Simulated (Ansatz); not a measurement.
Au: axial (c/a) deformation path

These are results of DFT PBEsol, scalar-relativistic, plane waves, PAW in Ansatz 0.2.0, not measurements. Cutoff 420 eV, Γ-centred 24×24×12 k-points, Gaussian smearing of 0.15 eV. Spin–orbit coupling is left out, which can shift energies with elements as heavy as these. No spin polarisation. Energies are free energies at this smearing, counted from the undisturbed cell; pressure is positive in compression.

Zero of the scan (as given, not relaxed at this level; it stands at -6.4 GPa; this form isn't the usual structure):

```yaml
crystal:
  lattice:
    - [2.90000, 0.00000, 0.00000]
    - [-1.45000, 2.51147, 0.00000]
    - [0.00000, 0.00000, 4.88000]
  atoms:
    - { symbol: Au, position: [0.33333, 0.66667, 0.75000] }
    - { symbol: Au, position: [0.66667, 0.33333, 0.25000] }
```

At fixed volume and fractional coordinates, lengths along (0.000, 0.000, 1.000) are scaled against those across it; ρ is that ratio over its starting value. The cell is metallic on the mesh throughout.

```tsv
ρ	ΔE (meV/atom)	pressure (GPa)
0.800	109.3	-0.4
0.850	61.1	-3.2
0.920	16.8	-5.8
0.960	3.7	-6.4
1.000	0.0	-6.4
1.050	5.3	-5.7
1.100	22.6	-4.0
1.200	101.0	1.8
1.300	217.6	10.9
```